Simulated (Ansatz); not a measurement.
NiO:
```
CELL_PARAMETERS angstrom
      3.68749     0.00000     0.00000
      0.00000     3.68749     0.00000
      0.00000     0.00000     3.83846
ATOMIC_POSITIONS crystal
  Ni 0.50000 0.00000 0.07976
  Ni 0.00000 0.50000 0.92024
  O  0.00000 0.00000 0.00000
  O  0.50000 0.50000 0.00000
```

Relaxed with HSE06. Special points in fractions of this cell's reciprocal vectors: Γ (0.000, 0.000, 0.000); X (0.000, 0.500, 0.000); M (0.500, 0.500, 0.000); Z (0.000, 0.000, 0.500); R (0.000, 0.500, 0.500); A (0.500, 0.500, 0.500).

List the band energies nearest the valence-band maximum at these points for HSE06 (plane waves, PAW; program Ansatz).

In eV from the valence-band maximum; about four levels below and three above (degenerate sets whole), none deeper than 8.9 eV; points with the same levels are listed once.

| k | below | above |
|---|---|---|
| Γ | -1.28 -1.28 -1.22 -1.22 -0.52 | 1.90 2.73 4.30 |
| X | -1.09 -1.09 -0.69 -0.69 | 3.14 3.14 7.51 7.51 |
| M | -1.10 -1.10 0.00 0.00 | 5.60 5.60 9.22 9.22 |
| Z | -1.15 -1.15 -0.95 -0.77 | 1.86 2.73 6.42 |
| R | -1.06 -1.06 -0.45 -0.45 | 3.21 3.21 7.13 7.13 |
| A | -0.59 -0.59 -0.04 -0.04 | 5.60 5.60 6.47 6.47 |

Space group P4/nmm. The cell is a constructed one: a structure type filled with these elements; neither database checked (COD, Materials Project) lists it. It is not the phase usual at ambient conditions (space group No. 225). Symmetry was held in the HSE06 relaxation; whether a distortion lowers the energy is not shown. The workflow began spin-polarised and lost its moments. The hybrid was solved on a coarse mesh, the path and, where they were found, the r²SCAN edge points; its band edges are the extreme levels among these.

Potentials: the later of the program's two PAW sets.
